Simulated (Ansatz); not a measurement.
Start of a relaxation of Si2Ge:

```
Si Ge
1.0
     4.33347   -2.50193    0.00000
     4.33347    2.50193    0.00000
     0.00000    0.00000    4.58184
Si Ge
4 2
Direct
  0.00000 0.33333 0.75000
  0.66667 0.00000 0.75000
  0.33333 0.00000 0.25000
  0.00000 0.66667 0.25000
  0.33333 0.66667 0.75000
  0.66667 0.33333 0.25000
```

Computed with DFT PBE, scalar-relativistic, plane waves, PAW in Ansatz 0.2.0. Cutoff 420 eV, Gaussian smearing, Γ-centred meshes. Cell and atoms relax on a converged mesh. In metals the finer mesh still leaves noise of several meV/atom or more. The steps can't lower the symmetry of their start. No spin polarisation.

A guess keeps its type if space group and coordination stay and the shape of the cell changes little (axis ratios within about 15 %, angles within 6°); the volume may change.

Question: Does it keep its structure type, or change into something else?

Answer: It doesn't keep its type. The symmetry stays Cmcm (No. 63). The volume per atom grows by 5.0 %, from 16.6 to 17.4 Å³. The shortest distance goes from 2.83 Å (Si–Ge, Ge–Ge and Si–Si) to 2.47 Å (Si–Si). Counting neighbours within 15 % of an atom's shortest distance, the start has Ge 12, Si 12 and the end Ge 6, Si 6. In detail, at the end around Si lie 2 Si at 2.47 Å, 2 Si at 2.62 Å and 2 Ge at 2.63–2.66 Å; around Ge lie 2 Ge at 2.62 Å and 4 Si at 2.63–2.66 Å.

```
Si Ge
1.0
     5.45671   -1.83685    0.00000
     5.45671    1.83685    0.00000
     0.00000    0.00000    5.20179
Si Ge
4 2
Direct
  0.13370 0.21530 0.75000
  0.78470 0.86630 0.75000
  0.21530 0.13370 0.25000
  0.86630 0.78470 0.25000
  0.45310 0.54690 0.75000
  0.54690 0.45310 0.25000
```

The last run used a 12×12×8 mesh (in the run's order of axes) for its 6-atom cell and Gaussian smearing of 0.10 eV. A structure relaxed within its symmetry needn't be a true minimum. Another cell of Si2Ge relaxed alike, in P-3m1, lies 0.32 eV/atom lower, so this cell isn't the stable form at this level.
